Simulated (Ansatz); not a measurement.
**Sc3Al: zone-centre modes**

These are results of DFT PBEsol, scalar-relativistic, plane waves, PAW (Ansatz), not measurements. Settings: plane waves to 420 eV, k-mesh 12×12×12 (Γ-centred), Gaussian smearing 0.15 eV. No spin polarisation.

Reference structure (relaxed at this level; it needn't be the usual structure):

```
Sc Al
1.0
     4.37479    0.00000    0.00000
     0.00000    4.37479    0.00000
     0.00000    0.00000    4.37479
Sc Al
3 1
Direct
  0.50000 0.00000 0.50000
  0.00000 0.50000 0.50000
  0.50000 0.50000 0.00000
  0.00000 0.00000 0.00000
```

Harmonic modes by finite displacements of 0.02 Å, without the LO–TO term.

At this geometry, is the structure stable against these modes?

Yes: no mode is imaginary beyond 10 cm⁻¹, and only the three translations lie near zero.

List the wavenumbers in cm⁻¹.

0, 0, 0, 190, 190, 190, 233, 233, 233, 252, 252, 252.

Cost: 1 run of about 1.8 core-minutes, on Arm Neoverse V2 (shared hosts).